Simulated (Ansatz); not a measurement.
Cs$_{2}$InAgBr$_{6}$:
```
CELL_PARAMETERS angstrom
      0.00000     5.53377     5.53377
      5.53377     0.00000     5.53377
      5.53377     5.53377     0.00000
ATOMIC_POSITIONS crystal
  Cs 0.75000 0.75000 0.75000
  Cs 0.25000 0.25000 0.25000
  In 0.00000 0.00000 0.00000
  Ag 0.50000 0.50000 0.50000
  Br 0.75599 0.24401 0.24401
  Br 0.24401 0.75599 0.75599
  Br 0.24401 0.75599 0.24401
  Br 0.75599 0.24401 0.75599
  Br 0.24401 0.24401 0.75599
  Br 0.75599 0.75599 0.24401
```

Relaxed with r²SCAN. Special points in fractions of this cell's reciprocal vectors: Γ (0.000, 0.000, 0.000); X (0.500, 0.000, 0.500); U (0.625, 0.250, 0.625); K (0.375, 0.375, 0.750); L (0.500, 0.500, 0.500); W (0.500, 0.250, 0.750).

Problem. List the band energies nearest the valence-band maximum at these points for r²SCAN (plane waves, PAW; program Ansatz).

Solution. In eV from the valence-band maximum; about four levels below and three above (degenerate sets whole), none deeper than 8.9 eV; points with the same levels are listed once.

| k | below | above |
|---|---|---|
| Γ | -0.57 -0.57 -0.57 0.00 0.00 | 0.76 5.17 5.24 5.24 5.24 |
| X | -0.94 -0.94 -0.59 -0.01 | 3.32 5.83 6.28 6.28 |
| U | -0.95 -0.91 -0.74 -0.27 | 3.28 4.79 6.83 |
| L | -0.83 -0.83 -0.51 -0.51 | 2.54 3.86 6.40 |
| W | -0.83 -0.83 -0.81 -0.45 | 3.35 4.87 6.67 6.67 |

Space group Fm-3m. The first step of the workflow began from a Materials Project structure, measured or hypothetical; the Crystallography Open Database copy checked does not list it. Whether it is the stable phase at ambient conditions was not checked. The cell was relaxed with r²SCAN under the symmetry of its start; its stability against distortions is not shown here. The run is not spin-polarised. Scalar-relativistic: spin–orbit coupling is off unless named, which matters more the heavier the elements.

Potentials: the later of the program's two PAW sets.
